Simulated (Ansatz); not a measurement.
Al₃GaN₄:
Space group P-43m (No. 215); a = 4.4070 Å, b = 4.4070 Å, c = 4.4070 Å, α = 90.00°, β = 90.00°, γ = 90.00°

```csv
atom,site,symmetry,x,y,z
Al,3c,-42.m,0.0000,0.5000,0.5000
Ga,1a,-43m,0.0000,0.0000,0.0000
N,4e,.3m,0.2553,0.2553,0.2553
```

Relaxed with PBEsol.

### Question
Give the optical modes at the zone centre with their infrared activity from DFPT, PBEsol in the plane-wave PAW code Ansatz.

### Answer
Transverse frequencies, without the LO–TO term; a row sums one degenerate level.

```csv
ω (cm⁻¹),degeneracy,IR ((D/Å)²/amu),activity,symmetry
242,3,0.59,IR,T2
327,3,0.00,IR-inactive,T1
518,3,9.27,IR,T2
608,3,81.64,IR,T2
656,3,0.00,IR-inactive,T1
658,3,95.36,IR,T2
684,1,0.00,IR-inactive,A1
701,2,0.00,IR-inactive,E
```

### Question
How high does the top mode go among those that the LO–TO term moves?

### Answer
846 cm⁻¹ for q along x.

The workflow started from a Materials Project entry (that database holds measured and hypothetical structures alike); the Crystallography Open Database copy checked does not list it. With Al and Ga taken as one species the cell has the higher symmetry F-43m, so it may be an ordered model of a mixed-site phase. Its standing as an ambient phase is unchecked. Symmetry was held in the PBEsol relaxation; of distortions, only those at the zone centre were tested.

Potentials: the later of the program's two PAW sets.
